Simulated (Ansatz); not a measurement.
InP:
```yaml
crystal:
  lattice:
    - [7.20287, 0.00000, 0.00000]
    - [0.00000, 7.20287, 0.00000]
    - [0.00000, 0.00000, 4.18710]
  atoms:
    - { symbol: In, position: [0.32234, 0.67766, 0.00000] }
    - { symbol: In, position: [0.67766, 0.32234, 0.00000] }
    - { symbol: In, position: [0.82234, 0.82234, 0.50000] }
    - { symbol: In, position: [0.17766, 0.17766, 0.50000] }
    - { symbol: P, position: [0.31834, 0.31834, 0.00000] }
    - { symbol: P, position: [0.68166, 0.68166, 0.00000] }
    - { symbol: P, position: [0.18166, 0.81834, 0.50000] }
    - { symbol: P, position: [0.81834, 0.18166, 0.50000] }
```

Relaxed with r²SCAN.

**Question.** Give the Bader charges and basin volumes of the independent atoms, DFT-r²SCAN in the program Ansatz with PAW potentials.

**Answer.** 

| atom | Bader charge (e) | Bader volume (Å³) |
|---|---|---|
| In1 | +0.98 | 22.5 |
| P5 | -0.98 | 31.8 |

Space group P4_2/mnm. The start of the workflow was typed in or built on a structure type; neither database checked (COD, Materials Project) lists it. It is not the phase usual at ambient conditions (space group No. 216). Symmetry was held in the r²SCAN relaxation; its stability against distortions is not shown here. The volume moved by 22 % from the start of the relaxation.

Potentials: the earlier of the program's two PAW sets.
